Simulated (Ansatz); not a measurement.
CdTe:
```xyz
2
Lattice="0.0000 3.2820 3.2820 3.2820 0.0000 3.2820 3.2820 3.2820 0.0000" Properties=species:S:1:pos:R:3 pbc="T T T"
Te     4.9230     4.9230     4.9230
Cd     0.0000     0.0000     0.0000
```

Relaxed with HSE06.

### Question
Give the Bader charges and basin volumes of the independent atoms, DFT-HSE06 in the program Ansatz with PAW potentials.

### Answer


| atom | Bader charge (e) | Bader volume (Å³) |
|---|---|---|
| Te1 | -0.63 | 45.8 |
| Cd2 | +0.63 | 24.8 |

Space group F-43m (zinc blende). The cell was relaxed with HSE06 under the symmetry of its start. Spin–orbit coupling is left out wherever it is not named.

Potentials: the later of the program's two PAW sets.
